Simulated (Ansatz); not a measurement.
PbS:
```xyz
2
Lattice="0.0000 3.0043 3.0043 3.0043 0.0000 3.0043 3.0043 3.0043 0.0000" Properties=species:S:1:pos:R:3 pbc="T T T"
S      0.0000     0.0000     0.0000
Pb     3.0043     3.0043     3.0043
```

Relaxed with PBE. Special points in fractions of this cell's reciprocal vectors: Γ (0.000, 0.000, 0.000); X (0.500, 0.000, 0.500); U (0.625, 0.250, 0.625); K (0.375, 0.375, 0.750); L (0.500, 0.500, 0.500); W (0.500, 0.250, 0.750).

List the band energies nearest the valence-band maximum at these points for PBE (plane waves, PAW; program Ansatz).

In eV from the valence-band maximum; about four levels below and three above (degenerate sets whole), none deeper than 8.9 eV; points with the same levels are listed once.

```csv
k,below,above
Γ,-6.06 -1.95 -1.95 -1.95,5.13 5.13 5.13
X,-7.10 -4.84 -3.16 -3.16,4.06 5.48 5.57 5.57
U,-7.79 -4.44 -2.68 -2.30,3.36 4.11 5.01
L,-8.59 -1.59 -1.59 0.00,0.49 2.07 2.07
W,-7.76 -4.10 -4.10 -0.91,2.24 4.68 4.68
```

Space group Fm-3m (rock salt). The cell was relaxed with PBE under the symmetry of its start. Spin–orbit coupling is left out wherever it is not named.

Potentials: the later of the program's two PAW sets.
